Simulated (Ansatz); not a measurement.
An Ansatz input and the part of its output that reports the observables at the nuclei.

The cell is a diffraction structure from the COD, its atoms then relaxed with PBE in this cell.

```yaml
crystal:
  lattice:
    - [5.4705, 0.0, 0.0]
    - [-2.73525, 4.7375919714, 0.0]
    - [0.0, 0.0, 13.0895]
  atoms:
    - { symbol: In, position: [0.6666666667, 0.3333333333, 0.3999227573] }
    - { symbol: In, position: [0.3333333333, 0.6666666667, 0.8999227573] }
    - { symbol: H, position: [0.3333333333, 0.6666666667, 0.6379352356] }
    - { symbol: H, position: [0.6666666667, 0.3333333333, 0.1379352356] }
    - { symbol: H, position: [0.0, 0.0, 0.4409803979] }
    - { symbol: H, position: [0.0, 0.0, 0.9409803979] }
    - { symbol: H, position: [0.4357870686, 0.8715741372, 0.224805014] }
    - { symbol: H, position: [0.5642129314, 0.4357870686, 0.724805014] }
    - { symbol: H, position: [0.1284258628, 0.5642129314, 0.224805014] }
    - { symbol: H, position: [0.5642129314, 0.1284258628, 0.724805014] }
    - { symbol: H, position: [0.4357870686, 0.5642129314, 0.224805014] }
    - { symbol: H, position: [0.8715741372, 0.4357870686, 0.724805014] }
    - { symbol: H, position: [0.3333333333, 0.6666666667, 0.1194999824] }
    - { symbol: H, position: [0.6666666667, 0.3333333333, 0.6194999824] }
    - { symbol: P, position: [0.3333333333, 0.6666666667, 0.5304554077] }
    - { symbol: P, position: [0.6666666667, 0.3333333333, 0.0304554077] }
    - { symbol: P, position: [0.0, 0.0, 0.333509667] }
    - { symbol: P, position: [0.0, 0.0, 0.833509667] }
    - { symbol: "N", position: [0.3333333333, 0.6666666667, 0.1981507581] }
    - { symbol: "N", position: [0.6666666667, 0.3333333333, 0.6981507581] }
    - { symbol: O, position: [0.8450859976, 0.1549140024, 0.296288889] }
    - { symbol: O, position: [0.6901719952, 0.8450859976, 0.796288889] }
    - { symbol: O, position: [0.8450859976, 0.6901719952, 0.296288889] }
    - { symbol: O, position: [0.1549140024, 0.8450859976, 0.796288889] }
    - { symbol: O, position: [0.3098280048, 0.1549140024, 0.296288889] }
    - { symbol: O, position: [0.1549140024, 0.3098280048, 0.796288889] }
    - { symbol: O, position: [0.4895792045, 0.979158409, 0.5002013616] }
    - { symbol: O, position: [0.5104207955, 0.4895792045, 1.0002013616] }
    - { symbol: O, position: [0.020841591, 0.5104207955, 0.5002013616] }
    - { symbol: O, position: [0.5104207955, 0.020841591, 1.0002013616] }
    - { symbol: O, position: [0.4895792045, 0.5104207955, 0.5002013616] }
    - { symbol: O, position: [0.979158409, 0.4895792045, 1.0002013616] }
kpoints:
  mp_grid: { grid: [5, 5, 2] }
scf:
  occupations: { method: fermi_dirac, width: 0.02 }
hamiltonian:
  xc: r2scan
  pseudopotentials: { kind: paw }
output:
  forces: true
  stress: true
  populations: true
  efg:
    quadrupole_moments_barn: { In: 0.772, H: 0.00285783, "N": 0.02044, O: -0.02558 }
    contact_densities: true
```

```sh
ansatz run input.yaml --threads 1 --pin off --max-ram 3072MiB --backend cpu --events-out ev --progress --plain --runs-dir out
```

Of the output, the block on the nuclei alone is shown; the set-up, the SCF iterations, energies, forces and stress are cut. One atom of each set with nearly equal values is shown.

```
--- PAW observables at the nuclei: V_zz in 10²¹ V/m², potentials from the cell's mean, atoms counted from 1 ---
  atom   1  In V_zz =    -0.141587   η = 0.0000   by run symmetry: allowed   C_q = -2.6430 MHz
            electrostatic potential = -7933.307241 V   contact ρ = 1132155.943039 e/Å³
  atom   3  H  V_zz =    +1.636752   η = 0.0000   by run symmetry: allowed   C_q = +0.1131 MHz
            electrostatic potential = -39.816667 V   contact ρ = 3.114565 e/Å³
  atom   5  H  V_zz =    +1.596853   η = 0.0000   by run symmetry: allowed   C_q = +0.1103 MHz
            electrostatic potential = -39.397788 V   contact ρ = 3.056074 e/Å³
  atom   7  H  V_zz =    +2.918092   η = 0.0385   by run symmetry: allowed   C_q = +0.2016 MHz
            electrostatic potential = -36.358534 V   contact ρ = 2.927138 e/Å³
  atom  13  H  V_zz =    +3.033991   η = 0.0000   by run symmetry: allowed   C_q = +0.2097 MHz
            electrostatic potential = -36.355531 V   contact ρ = 2.920289 e/Å³
  atom  15  P  V_zz =    -1.755880   η = 0.0000   by run symmetry: allowed
            electrostatic potential = -1487.418224 V   contact ρ = 15983.690203 e/Å³
  atom  17  P  V_zz =    -2.138232   η = 0.0000   by run symmetry: allowed
            electrostatic potential = -1487.261435 V   contact ρ = 15984.468692 e/Å³
  atom  19  N  V_zz =    -0.089108   η = 0.0000   by run symmetry: allowed   C_q = -0.0440 MHz
            electrostatic potential = -508.103899 V   contact ρ = 1407.436894 e/Å³
  atom  21  O  V_zz =    +8.554220   η = 0.5338   by run symmetry: allowed   C_q = -5.2910 MHz
            electrostatic potential = -618.882368 V   contact ρ = 2151.777943 e/Å³
  atom  27  O  V_zz =   +10.417738   η = 0.2993   by run symmetry: allowed   C_q = -6.4436 MHz
            electrostatic potential = -619.248356 V   contact ρ = 2150.795167 e/Å³
```

The run took 91 s of wall time (89 s of CPU time) and 1.3 GiB at its peak, on 1 thread of Intel Xeon Platinum 8488C (Sapphire Rapids) (x86_64; 64 cores open to the job, memory cap 3.0 GiB, no GPU), a shared host with a load of 0.6 a core.

The largest force is 0.6 eV/Å, so the atoms aren't at the calculated equilibrium and relaxing them would move these values. Without spin–orbit coupling (the program notes it for In) the gradients are little affected as a rule: paired runs on crystals with a gap mostly move them by under 2 % at such atoms. The lattice is static: at room temperature ammonium may turn and average the couplings of its hydrogen. The entry's hydrogen positions were far off; the other atoms hardly move on relaxation.
